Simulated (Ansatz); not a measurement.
The start is a generated trial cell of TiAl in the AFLOW prototype AB_tP4_131_c_e (B17, as in PtS). The cell and all atomic positions are relaxed at zero pressure with r2SCAN (plane waves to 500 eV, PAW, scalar-relativistic; Ansatz, a quantum-chemistry and plane-wave program). The first steps use a coarse 9×9×7 k-mesh.

Input geometry:
```
CELL_PARAMETERS angstrom
      3.67039     0.00000     0.00000
      0.00000     3.67039     0.00000
      0.00000     0.00000     4.56964
ATOMIC_POSITIONS crystal
  Al 0.00000 0.50000 0.00000
  Al 0.50000 0.00000 0.50000
  Ti 0.00000 0.00000 0.25000
  Ti 0.00000 0.00000 0.75000
```

- Outcome: The space group stays P4₂/mmc (No. 131) (the run could not lower it), with 4 atoms in the primitive cell
- Volume change: +82.3 %, from 15.39 to 28.06 Å³/atom
- Optimiser moves: 19

The end point of the relaxation:

```cif
data_Al2Ti2
_chemical_formula_sum 'Al2 Ti2'
_space_group_name_H-M_alt 'P42/mmc'
_space_group_IT_number 131
_space_group_name_Hall '-P 4c 2'
_cell_length_a 4.94560
_cell_length_b 4.94560
_cell_length_c 4.58863
_cell_angle_alpha 90.000
_cell_angle_beta 90.000
_cell_angle_gamma 90.000
loop_
_atom_site_label
_atom_site_type_symbol
_atom_site_symmetry_multiplicity
_atom_site_Wyckoff_symbol
_atom_site_fract_x
_atom_site_fract_y
_atom_site_fract_z
_atom_site_occupancy
Al1 Al 2 c 0.00000 0.50000 0.00000 1
Ti1 Ti 2 e 0.00000 0.00000 0.25000 1
```

Final values are on a 10×10×10 k-mesh of the relaxed cell. The start holds a very short contact (Al–Ti 2.16 Å). No spin polarisation in the result.

The run could not lose the symmetry of its start: the end is stationary, and may be a saddle point rather than a minimum.

All atoms sit on sites fixed by symmetry, so only the cell could relax.

The relaxed structure here is a generated cell of TiAl: the first start was made by placing the elements on the sites of a structure type, and the end was not matched to a known phase here, so it may be hypothetical. Known forms of TiAl include space group No. 123.
